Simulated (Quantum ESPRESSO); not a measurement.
Sc3AlTi3Ir, one composition in several site orders

Computed values, not a measurement. The program is pw.x of Quantum ESPRESSO 7.5 (plane-wave density functional theory). The cell is made up: eight metal atoms on a face-centred cubic lattice, with elements, volume, strain and displacements drawn at random and not relaxed, so it may be unstable or far from any real phase. PseudoDojo standard norm-conserving files set the functional (PBE unless stated); there is no spin polarisation or spin-orbit coupling, the Fermi-Dirac width of 0.25 eV means electrons at about 2900 K, and the masses in the input are unused placeholders. Heavy elements are run without spin-orbit coupling, which real alloys of them have. A spin test at this wide smearing found no moment, but such smearing suppresses magnetism that the real alloy may have.

The runs put one composition on the sites in different orders. Cell, positions, cutoff, mesh and smearing stay as in the input of run 1; sites are counted in its order. Stress in the tables is positive in tension.

Input of run 1:

```
&control calculation='scf', pseudo_dir='./dojo.nc.sr.pbe.v0_5.standard.upf', outdir='./o', disk_io='medium', tprnfor=.true., tstress=.true. /
&system ibrav=0, nat=8, ntyp=4, nbnd=62, ecutwfc=84.00895049, nosym=.true., tot_charge=0,
 occupations='smearing', smearing='fd', degauss=0.0183746611
/
&electrons conv_thr=1.470e-08, electron_maxstep=70, mixing_beta=0.5 /
ATOMIC_SPECIES
Al 1.0 Al.upf
Ir 1.0 Ir.upf
Sc 1.0 Sc.upf
Ti 1.0 Ti.upf
CELL_PARAMETERS angstrom
0.0308 -2.1194 -2.1473
0.0719 4.2216 -4.2773
8.4548 0.0103 -0.1334
ATOMIC_POSITIONS angstrom
Sc -0.0343 -0.028 -0.0581
Sc 4.2473 0.0357 -0.0426
Al 0.1341 2.1149 -2.1606
Ti 4.2691 2.0704 -2.2243
Ti 2.127 -0.0196 -2.1258
Ti 6.3597 -0.0258 -2.2674
Ir 2.2251 2.0973 -4.3435
Sc 6.3689 2.1267 -4.3723
K_POINTS automatic
8 4 3 1 1 1
```

| run | elements on sites 1 to 8 | free energy less that of run 1 (eV) | -TS (eV) | pressure (GPa) | stress xx (GPa) | stress yy (GPa) | stress zz (GPa) | stress yz (GPa) | stress xz (GPa) | stress xy (GPa) | iterations |
| --- | --- | --- | --- | --- | --- | --- | --- | --- | --- | --- | --- |
| 1 | Sc Sc Al Ti Ti Ti Ir Sc | 0.000 | -2.254 | -2.17 | 2.87 | 1.83 | 1.81 | -1.91 | -1.51 | 0.00 | 22 |
| 2 | Ti Al Sc Sc Ir Ti Sc Ti | -0.365 | -2.218 | -2.53 | 2.75 | 2.44 | 2.39 | -2.06 | -1.60 | 0.01 | 21 |
| 3 | Ti Sc Ti Ti Ir Sc Al Sc | 0.073 | -2.234 | -2.37 | 3.54 | 1.67 | 1.89 | -0.69 | -1.52 | -0.20 | 22 |
| 4 | Sc Sc Ti Ti Ir Al Sc Ti | -0.649 | -2.196 | -2.58 | 3.25 | 2.29 | 2.20 | -2.47 | -1.52 | -0.08 | 20 |
| 5 | Ir Ti Sc Ti Al Sc Sc Ti | -0.385 | -2.128 | -2.49 | 2.93 | 2.37 | 2.18 | -2.23 | -1.06 | -0.26 | 21 |
| 6 | Sc Ti Ir Ti Ti Sc Al Sc | -0.135 | -2.181 | -2.56 | 2.77 | 2.45 | 2.46 | -2.30 | -1.55 | -0.09 | 21 |

Forces Fx Fy Fz (eV/Å):

```
site              run 1             run 2             run 3             run 4             run 5              run 6
   1    1.46 -0.13 0.37   0.31 0.37 -0.24    1.82 0.17 0.08   0.26 0.56 -0.31   0.23 -0.14 0.16    1.37 -0.12 0.40
   2  -1.24 -0.15 -0.06  -0.32 0.28 -0.44  -2.29 0.23 -0.44  -0.28 0.55 -0.69  -0.22 -0.21 0.10  -1.15 -0.04 -0.22
   3    0.66 0.16 -0.03  -0.21 -0.66 0.70   1.36 -0.35 0.40  -0.18 -0.61 0.62  -0.46 -0.09 0.12    0.51 -0.18 0.20
   4   -1.30 0.03 -0.07  -0.42 -0.58 0.63  -1.86 -0.22 0.15   0.01 -0.40 0.37  -0.03 0.16 -0.11   -1.21 -0.08 0.13
   5   -0.06 0.26 -0.40   0.18 -0.12 0.05  -0.36 0.20 -0.28  -0.02 0.29 -0.32  -0.01 -0.30 0.20   -0.21 0.73 -0.85
   6   -0.03 0.62 -0.49   0.10 -0.24 0.30   0.77 0.46 -0.38   0.05 0.48 -0.37   0.77 -0.41 0.46    0.30 0.80 -0.68
   7   -0.09 -0.13 0.11   0.11 0.69 -0.64   -0.41 0.01 0.07  -0.13 -0.17 0.21  -0.47 0.61 -0.57   -0.33 -0.40 0.35
   8    0.61 -0.66 0.56   0.25 0.26 -0.36   0.97 -0.50 0.40   0.29 -0.68 0.49   0.18 0.39 -0.36    0.73 -0.72 0.68
```

The sites are displaced and not relaxed, so the energy differences mix bonding between neighbours with strain and are not ordering energies. A rerun of one cell of this series at a higher cutoff and on a denser mesh moved values by no more than 0.002 eV in energy, 0.02 GPa in stress and 0.003 eV/Å in force, and a second program with other atomic files agreed on that cell to 2 % rms in force and 0.5 GPa in pressure.